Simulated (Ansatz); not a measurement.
Is this Al5GaP6 structure stable?

It was reached by relaxing an invented guess, and it needn't be the stable form of this composition.

Level of theory: DFT PBE, scalar-relativistic, plane waves, PAW (Ansatz 0.2.0). Cutoff 420 eV, Γ-centred 8×8×2 mesh (12-atom cell), Gaussian smearing of 0.02 eV, no spin polarisation.

```xyz
12
Lattice="3.8945 0.0000 0.0000 0.0000 3.8945 0.0000 0.0000 0.0000 16.5182" Properties=species:S:1:pos:R:3 pbc="T T T"
Al    1.9472    1.9472   13.7655
Al    0.0000    0.0000   11.0126
Al    1.9472    1.9472    8.2591
Al    0.0000    0.0000    5.5056
Al    1.9472    1.9472    2.7527
Ga    0.0000    0.0000    0.0000
P     1.9472    0.0000   12.3894
P     0.0000    1.9472    9.6358
P     1.9472    0.0000    6.8824
P     0.0000    1.9472    4.1288
P     1.9472    0.0000    1.3824
P     0.0000    1.9472   15.1358
```

Formation energies are uncorrected and refer to the elements' standard structures at the same level. The references include black phosphorus.

Question: These tests were run: energy against the elements; random kick, then relaxation without symmetry; phonons on a 2×2×1 q mesh; elastic tensor. What do they show?

Answer:

```
                                         test                                                                                    result
                  energy against the elements                                                                            −0.599 eV/atom
random kick, then relaxation without symmetry                                                                                   returns
                    phonons on a 2×2×1 q mesh  no imaginary mode on the mesh, but the interpolation dips to 22i cm⁻¹ between its points
                               elastic tensor                                                                   least eigenvalue 33 GPa
```

It fails none of these tests outright. Other phases of the system weren't compared here, so this isn't yet thermodynamic stability. Undecided within the accuracy: phonons on a 2×2×1 q mesh.

The reference form of P is held partly by dispersion forces, which this level lacks. The kick test ran on a coarse mesh. The run for the phonons used an 8×8×2 k mesh. The run for the elastic tensor used an 8×8×2 k mesh.
